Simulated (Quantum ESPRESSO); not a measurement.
## AlZn2S3Cl (input and log of a self-consistent run)

A calculation, not a measurement. The program is pw.x of Quantum ESPRESSO 7.5 (plane-wave density functional theory). The cell is made up: 7 atoms on a zincblende/diamond lattice with one site empty, with randomly drawn elements, strain and displacements, not relaxed. PseudoDojo standard norm-conserving files (v0.5 for PBE, v0.4.1 for LDA and PBEsol) set the functional; there is no spin polarisation, spin-orbit coupling or dispersion term, and the masses in the input are unused placeholders.

Input:

```
&control calculation='scf', pseudo_dir='./dojo.nc.sr.pbe.v0_5.standard.upf', outdir='./o', disk_io='medium', tprnfor=.true., tstress=.true. /
&system ibrav=0, nat=7, ntyp=4, nbnd=40, ecutwfc=84.00895049, nosym=.true., tot_charge=0,
 occupations='smearing', smearing='fd', degauss=0.0018374661
/
&electrons conv_thr=7.350e-09, electron_maxstep=60, /
ATOMIC_SPECIES
Al 1.0 Al.upf
Cl 1.0 Cl.upf
S 1.0 S.upf
Zn 1.0 Zn.upf
CELL_PARAMETERS angstrom
5.4576 0.0262 -0.0611
0.0262 5.5544 -0.0296
-0.0611 -0.0296 5.5262
ATOMIC_POSITIONS angstrom
Al -0.0566 -0.0849 -0.0272
Zn 2.6877 0.0998 2.6299
Zn 2.671 2.8454 -0.1534
S 1.395 1.4964 1.3924
S 1.3706 4.1895 4.1087
Cl 3.9479 1.328 3.9157
S 4.087 4.2796 1.3491
K_POINTS automatic
4 4 4 1 1 1
```

The log is shortened where brackets say so; the opening notice, blank lines, dates and the lines on written files are dropped, and the path of the files is cut. It prints rydbergs, bohrs and kilobars, and counts compression as positive stress. With no partly filled state, the Fermi energy that it prints is only some level between the filled and the empty states on the mesh, and need not lie in the true gap.

```
     Program PWSCF v.7.5
     Parallel version (MPI & OpenMP), running on       1 processor cores
     Number of MPI processes:                 1
     Threads/MPI process:                     1
     [start-up lines left out]
     bravais-lattice index     =            0
     lattice parameter (alat)  =      10.3141  a.u.
     unit-cell volume          =    1130.2807 (a.u.)^3
     number of atoms/cell      =            7
     number of atomic types    =            4
     number of electrons       =        68.00
     number of Kohn-Sham states=           40
     kinetic-energy cutoff     =      84.0090  Ry
     charge density cutoff     =     336.0358  Ry
     scf convergence threshold =      7.3E-09
     mixing beta               =       0.7000
     number of iterations used =            8  plain     mixing
     Exchange-correlation= PBE
                           (   1   4   3   4   0   0   0)
     [axes and pseudopotential details left out]
   Cartesian axes
     site n.     atom                  positions (alat units)
         1        Al     tau(   1) = (  -0.0103701  -0.0155551  -0.0049835  )
         2        Zn     tau(   2) = (   0.4924327   0.0182851   0.4818427  )
         3        Zn     tau(   3) = (   0.4893730   0.5213260  -0.0281055  )
         4        S      tau(   4) = (   0.2555879   0.2741661   0.2551115  )
         5        S      tau(   5) = (   0.2511174   0.7675882   0.7527842  )
         6        Cl     tau(   6) = (   0.7233229   0.2433124   0.7174233  )
         7        S      tau(   7) = (   0.7488084   0.7840960   0.2471782  )
     number of k points=    32  Fermi-Dirac smearing, width (Ry)=  0.0018
                       cart. coord. in units 2pi/alat
        k(    1) = (   0.1258243   0.1229060   0.1255069), wk =   0.0625000
        k(    2) = (   0.1285828   0.1242090   0.3724593), wk =   0.0625000
     [further k points left out]
     Dense  grid:   117585 G-vectors     FFT dimensions: (  64,  64,  64)
     Estimated max dynamical RAM per process >     157.02 MB
     Initial potential from superposition of free atoms
     starting charge      67.9972, renormalised to      68.0000
     Starting wfcs are   40 randomized atomic wfcs
     total cpu time spent up to now is       17.7 secs
     per-process dynamical memory:   116.3 Mb
     Self-consistent Calculation
     iteration #  1     ecut=    84.01 Ry     beta= 0.70
     Davidson diagonalization with overlap
     ethr =  1.00E-02,  avg # of iterations =  4.0
     Threshold (ethr) on eigenvalues was too large:
     Diagonalizing with lowered threshold
     Davidson diagonalization with overlap
     ethr =  7.20E-04,  avg # of iterations =  1.1
     total cpu time spent up to now is      103.1 secs
     total energy              =    -939.81649203 Ry
     estimated scf accuracy    <       0.47247784 Ry
     iteration #  2     ecut=    84.01 Ry     beta= 0.70
     Davidson diagonalization with overlap
     ethr =  6.95E-04,  avg # of iterations =  3.8
     total cpu time spent up to now is      154.8 secs
     total energy              =    -939.93994670 Ry
     estimated scf accuracy    <       0.31141835 Ry
     iteration #  3     ecut=    84.01 Ry     beta= 0.70
     Davidson diagonalization with overlap
     ethr =  4.58E-04,  avg # of iterations =  2.0
     total cpu time spent up to now is      192.6 secs
     total energy              =    -940.00538483 Ry
     estimated scf accuracy    <       0.00511750 Ry
     iteration #  4     ecut=    84.01 Ry     beta= 0.70
     Davidson diagonalization with overlap
     ethr =  7.53E-06,  avg # of iterations =  8.6
     total cpu time spent up to now is      248.0 secs
     total energy              =    -940.00693560 Ry
     estimated scf accuracy    <       0.00189794 Ry
     iteration #  5     ecut=    84.01 Ry     beta= 0.70
     Davidson diagonalization with overlap
     ethr =  2.79E-06,  avg # of iterations =  3.1
     total cpu time spent up to now is      292.7 secs
     total energy              =    -940.00735392 Ry
     estimated scf accuracy    <       0.00018187 Ry
     iteration #  6     ecut=    84.01 Ry     beta= 0.70
     Davidson diagonalization with overlap
     ethr =  2.67E-07,  avg # of iterations =  2.0
     total cpu time spent up to now is      337.3 secs
     total energy              =    -940.00738911 Ry
     estimated scf accuracy    <       0.00001167 Ry
     iteration #  7     ecut=    84.01 Ry     beta= 0.70
     Davidson diagonalization with overlap
     ethr =  1.72E-08,  avg # of iterations =  2.0
     total cpu time spent up to now is      382.7 secs
     total energy              =    -940.00739265 Ry
     estimated scf accuracy    <       0.00000135 Ry
     iteration #  8     ecut=    84.01 Ry     beta= 0.70
     Davidson diagonalization with overlap
     ethr =  1.99E-09,  avg # of iterations =  2.2
     total cpu time spent up to now is      435.1 secs
     total energy              =    -940.00739304 Ry
     estimated scf accuracy    <       0.00000010 Ry
     iteration #  9     ecut=    84.01 Ry     beta= 0.70
     Davidson diagonalization with overlap
     ethr =  1.45E-10,  avg # of iterations =  3.1
     total cpu time spent up to now is      483.6 secs
     total energy              =    -940.00739307 Ry
     estimated scf accuracy    <       0.00000001 Ry
     iteration # 10     ecut=    84.01 Ry     beta= 0.70
     Davidson diagonalization with overlap
     ethr =  1.47E-11,  avg # of iterations =  3.2
     total cpu time spent up to now is      531.3 secs
     End of self-consistent calculation
          k = 0.1258 0.1229 0.1255 ( 14712 PWs)   bands (ev):
  -120.7901-120.7745 -74.9784 -74.9771 -74.9472 -74.9343 -74.9187 -74.9106
   -11.9861  -7.7734  -7.0987  -6.9307  -2.5642  -2.2465  -2.0138  -1.9626
    -1.8784  -1.8599  -1.7993  -1.7116  -1.6852  -1.6322  -1.0100  -0.8109
     0.2814   0.7877   1.1471   2.0302   2.1353   2.4080   2.6653   3.5900
     3.6870   4.1722   6.3442   7.6899   7.8006   8.0823   8.3768   8.9898
     [levels at the other k points left out]
     the Fermi energy is     5.5452 ev
!    total energy              =    -940.00739307 Ry
     estimated scf accuracy    <          2.4E-09 Ry
     smearing contrib. (-TS)   =      -0.00000000 Ry
     internal energy E=F+TS    =    -940.00739307 Ry
     The total energy is F=E-TS. E is the sum of the following terms:
     one-electron contribution =    -893.42970060 Ry
     hartree contribution      =     458.16959190 Ry
     xc contribution           =    -119.69335236 Ry
     ewald contribution        =    -385.05393202 Ry
     convergence has been achieved in  10 iterations
     Forces acting on atoms (cartesian axes, Ry/au):
     atom    1 type  1   force =     0.04272968   -0.00253328    0.03932694
     atom    2 type  4   force =    -0.04884176   -0.05066466   -0.03476430
     atom    3 type  4   force =    -0.00784986    0.00714793    0.05359134
     atom    4 type  3   force =    -0.03944851   -0.00959890   -0.05361405
     atom    5 type  3   force =    -0.03516210    0.03600472   -0.01552594
     atom    6 type  2   force =     0.06134373    0.02502877    0.05714378
     atom    7 type  3   force =     0.02722882   -0.00538458   -0.04615777
     Total force =     0.174290     Total SCF correction =     0.000184
     Computing stress (Cartesian axis) and pressure
          total   stress  (Ry/bohr**3)                   (kbar)     P=      -29.19
  -0.00020065  -0.00011038   0.00017996          -29.52      -16.24       26.47
  -0.00011038  -0.00016005   0.00006833          -16.24      -23.54       10.05
   0.00017996   0.00006833  -0.00023459           26.47       10.05      -34.51
     init_run     :     16.56s CPU     17.46s WALL (       1 calls)
     electrons    :    491.13s CPU    513.62s WALL (       1 calls)
     forces       :      5.61s CPU      5.69s WALL (       1 calls)
     stress       :     22.08s CPU     22.20s WALL (       1 calls)
     [timing details left out]
     PWSCF        :   8m55.73s CPU   9m19.63s WALL
     JOB DONE.
```

In other units: free energy -12789.452 eV for the cell, pressure -2.92 GPa, largest force component 1.577 eV/Å. A rerun of a related cell, with the same atoms placed differently, at 1437 eV and a 6 x 6 x 6 mesh moved values by no more than 0.002 eV in energy, 0.02 GPa in stress and 0.002 eV/Å in force.